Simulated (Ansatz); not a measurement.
Tc3Ir in space group P6_3/mmc (No. 194; Tc on 6h, Ir on 2d), DFT-PBE in the program Ansatz with PAW potentials, all energies at zero smearing, with the estimated change up to a 700 eV cutoff added, with one set of potentials and settings (totals compare only within such a set). Cell of 8 atoms (6 Tc, 2 Ir): -56260.704 eV.

```csv
element,reference phase,E (eV/atom)
Tc,"P6_3/mmc, 2 atoms in the cell",-5398.0458
Ir,"Fm-3m, 1 atoms in the cell",-11935.3137
```

Formation energy per atom, worked out: (-56260.704 − 6×(-5398.0458) − 2×(-11935.3137))/8 = -0.225 eV/atom (-22 kJ per mol of atoms), at 0 K, without zero-point energy or fitted corrections.

The first step of the workflow began from a Materials Project structure, measured or hypothetical; the Crystallography Open Database copy checked does not list it. With Tc and Ir taken as one species the cell has the higher symmetry P6_3/mmc, so it may be an ordered model of a mixed-site phase. Its standing as an ambient phase is unchecked. The PBE relaxation kept the symmetry of its start; whether a distortion lowers the energy is not shown. No spin polarisation was allowed. The references are the lowest solids computed at this level, not always the standard phases. Scalar-relativistic: spin–orbit coupling is off unless named, which matters more the heavier the elements.

Potentials: the later of the program's two PAW sets.
